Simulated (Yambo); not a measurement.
K2CO3 (space group P6_3/mmc, No. 194), G0W0@PBEsol in Yambo with this input:

```
rim_cut
gw0
dyson
el_el_corr
HF_and_locXC
ppa
em1d
RandQpts= 1000000
RandGvec= 1 Ry
EXXRLvcs= 84 Ry
VXCRLvcs= 336 Ry
Chimod= "HARTREE"
% BndsRnXp
 1 | 285 |
%
NGsBlkXp= 7 Ry
% LongDrXp
 1.0 | 1.0 | 1.0 |
%
PPAPntXp= 27.2114 eV
% GbndRnge
 1 | 285 |
%
GTermKind= "BG"
DysSolver= "n"
ExtendOut
```

On a 3×3×2 mesh, with wavefunctions cut at 84 Ry, the gap (Γ → Γ) is 6.071 eV and the valence edge shifts by -1.677 eV.

Problem. What happens with this change: 138 bands in W?

Solution. The gap rises by 0.079 eV, to 6.150 eV; the shift of the valence edge becomes -1.585 eV. Neither run is shown to be the converged limit.

Geometry of the Materials Project entry, not relaxed at this level; primitive cell a = 5.742 Å, b = 5.742 Å, c = 6.816 Å, α = 90.00°, β = 90.00°, γ = 120.00°.

The structure is a Materials Project entry; no match was found in the copy of COD used, and its stability was not checked.

A shift is the quasiparticle energy of the state minus its PBEsol energy.
